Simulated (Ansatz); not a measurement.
SnRu$_{3}$C:
```
SnRu3C
1.0
    4.09064     0.00000     0.00000
    0.00000     4.09064     0.00000
    0.00000     0.00000     4.09064
Sn Ru C
1 3 1
Direct
  0.00000   0.00000   0.00000
  0.00000   0.50000   0.50000
  0.50000   0.00000   0.50000
  0.50000   0.50000   0.00000
  0.50000   0.50000   0.50000
```

Relaxed with PBE. Special points in fractions of this cell's reciprocal vectors: Γ (0.000, 0.000, 0.000); X (0.000, 0.500, 0.000); M (0.500, 0.500, 0.000); R (0.500, 0.500, 0.500).

Task: List the band energies nearest the Fermi level at these points for the program Ansatz at the PBE level (PAW).

Result: In eV from the Fermi level; about four levels below and three above (degenerate sets whole), none deeper than 8.9 eV; points with the same levels are listed once.

```
k                          below                above
-  -----------------------------  -------------------
Γ  -1.09 -1.09 -1.09 -0.83 -0.83  0.99 1.04 1.04 1.04
X        -1.26 -1.26 -1.03 -0.34       1.04 1.30 1.30
M        -1.09 -0.83 -0.47 -0.21       1.49 1.49 2.46
R  -2.44 -2.44 -2.44 -0.50 -0.50       0.80 0.80 0.80
```

Space group Pm-3m (anti-perovskite). The start of the workflow was typed in or built on a structure type; neither database checked (COD, Materials Project) lists it. Its standing as an ambient phase is unchecked. The cell was relaxed with PBE under the symmetry of its start; whether a distortion lowers the energy is not shown. The run is not spin-polarised. Scalar-relativistic: spin–orbit coupling is off unless named, which matters more the heavier the elements.

Potentials: the later of the program's two PAW sets.
